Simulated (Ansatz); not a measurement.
A geometry of TiO$_{2}$ away from equilibrium: the start of the relaxation of a generated trial cell of TiO2 in the anatase structure type. All values below come from PBE (plane waves to 420 eV, PAW, scalar-relativistic; Ansatz, an electronic-structure program). Γ-centred k-mesh 9×9×9 on the run's cell (coarser than for final values), Fermi–Dirac smearing 0.05 eV.

```xyz
6
Lattice="-1.8925 1.8925 4.7570 1.8925 -1.8925 4.7570 1.8925 1.8925 -4.7570" Properties=species:S:1:pos:R:3 pbc="T T T"
Ti     0.0000     0.0000     4.7570
Ti     1.8925     0.0000     2.3785
O      0.0000     0.0000     2.7771
O      1.8925     0.0000     0.3986
O      1.8925     0.0000     4.3584
O      0.0000     0.0000     6.7369
```

**Question.** Give the Cartesian forces on all atoms (eV/Å).

**Answer.** 
```
atom    Fx    Fy     Fz
----  ----  ----  -----
Ti1   0.00  0.00   0.00
Ti2   0.00  0.00   0.00
O3    0.00  0.00  -0.10
O4    0.00  0.00  -0.10
O5    0.00  0.00   0.10
O6    0.00  0.00   0.10
```

**Question.** What is the pressure?

**Answer.** +5.1 GPa, compression positive.

**Question.** How far above the relaxed end point is this geometry?

**Answer.** under 0.01 eV/atom; the path ends in I4₁/amd (No. 141) (anatase type).

No spin polarisation in the result.

The run could not lose the symmetry of its start; a randomly shaken copy of 6 atoms returns to this structure.
